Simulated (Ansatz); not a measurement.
Bcc Cr (100), 6 layers, DFT, PBE, all-electron LAPW, scalar-relativistic (Ansatz 0.2.0), on 3 threads of Arm Neoverse V1 (shared host).

Command: `ansatz run input.yaml --threads 3 --pin off --max-ram 9216MiB --backend cpu --events-out ev --progress --plain --runs-dir out`

```yaml
crystal:
  lattice:
    - [2.8486260768, 0.0, 0.0]
    - [0.0, 2.8486260768, 0.0]
    - [0.0, 0.0, 23.1216]
  atoms:
    - { symbol: Cr, position: [0.25, 0.25, 0.3478403134], spin: 2.0 }
    - { symbol: Cr, position: [0.75, 0.75, 0.4059440781], spin: 2.0 }
    - { symbol: Cr, position: [0.25, 0.25, 0.4698855368], spin: 2.0 }
    - { symbol: Cr, position: [0.75, 0.75, 0.530114426], spin: 2.0 }
    - { symbol: Cr, position: [0.25, 0.25, 0.5940559249], spin: 2.0 }
    - { symbol: Cr, position: [0.75, 0.75, 0.6521597208], spin: 2.0 }
magnetization:
  spin_polarized: true
kpoints:
  mp_grid: { grid: [14, 14, 1] }
scf:
  occupations: { method: fermi_dirac, width: 0.1 }
hamiltonian:
  xc: pbe
  pseudopotentials: { kind: all_electron, lapw: { basis_error: 0.001 } }
output:
  forces: true
  stress: true
  eigenvalues: true
efield:
  axis: 3
  amplitude: 0.5
  dipole_correction: true
```

**Question.** How large is the problem that the program sets up?

**Answer.** 36 irreducible k-points, 2387 plane waves at Γ, 58 bands.

**Question.** About how long does it take, and how much memory?

**Answer.** 6.6 min of wall time for 18 SCF iterations, with a peak of 1.5 GiB. Times on shared machines scatter by tens of per cent.
